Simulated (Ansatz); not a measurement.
ZrMn₂ (cubic Laves (MgCu2 type), space group No. 227), DFT-PBE in the program Ansatz with PAW potentials, all energies at zero smearing, with the estimated change up to a 700 eV cutoff added, with one set of potentials and settings (totals compare only within such a set). Cell of 6 atoms (2 Zr, 4 Mn): -23964.200 eV.

```json
[
 {"element": "Zr", "reference phase": "P6_3/mmc, 2 atoms in the cell", "E (eV/atom)": "-4183.8362"},
 {"element": "Mn", "reference phase": "I-43m, 29 atoms in the cell, spin-polarised", "E (eV/atom)": "-3898.8617"}
]
```

Formation energy per atom, worked out: (-23964.200 − 2×(-4183.8362) − 4×(-3898.8617))/6 = -0.180 eV/atom (-17 kJ per mol of atoms), at 0 K, without zero-point energy or fitted corrections.

Space group Fd-3m (cubic Laves (MgCu2 type)). The first step of the workflow began from a Materials Project structure, measured or hypothetical; the Crystallography Open Database copy checked does not list it. Its standing as an ambient phase is unchecked. Symmetry was held in the PBE relaxation, as lowered by the spin order; whether a distortion lowers the energy is not shown. The final state is ferrimagnetic, chosen from 4 collinear starts compared on coarse meshes (ties went to the first, and starts can fall back to one state), not a proven ground state. The references are the lowest solids computed at this level, not always the standard phases.

Potentials: the later of the program's two PAW sets.
